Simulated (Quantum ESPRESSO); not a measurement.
```cif
data_Ba2NbO6Sc
_chemical_formula_sum 'O6 Sc1 Nb1 Ba2'
_space_group_name_H-M_alt 'P 1'
_space_group_IT_number 1
_cell_length_a 5.86074
_cell_length_b 5.86074
_cell_length_c 5.86074
_cell_angle_alpha 60.000
_cell_angle_beta 60.000
_cell_angle_gamma 60.000
loop_
_space_group_symop_operation_xyz
  'x, y, z'
loop_
_atom_site_label
_atom_site_type_symbol
_atom_site_fract_x
_atom_site_fract_y
_atom_site_fract_z
_atom_site_occupancy
O1 O 0.75618 0.24382 0.24382 1
O2 O 0.24382 0.75618 0.75618 1
O3 O 0.24382 0.75618 0.24382 1
O4 O 0.75618 0.24382 0.75618 1
O5 O 0.24382 0.24382 0.75618 1
O6 O 0.75618 0.75618 0.24382 1
Sc1 Sc 0.50000 0.50000 0.50000 1
Nb1 Nb 0.00000 0.00000 0.00000 1
Ba1 Ba 0.25000 0.25000 0.25000 1
Ba2 Ba 0.75000 0.75000 0.75000 1
```

The geometry is that of Materials Project entry mp-1206644, symmetrised and not relaxed again.

Question: What does PBEsol (Quantum ESPRESSO, PseudoDojo norm-conserving, 84 Ry, without SOC) give for the electronic structure near the Fermi level?

Answer: The PBEsol gap is direct, 2.65 eV at Γ. Spin-orbit splittings are left out.

The structure is a Materials Project entry; no match was found in the copy of COD used, and its stability was not checked.
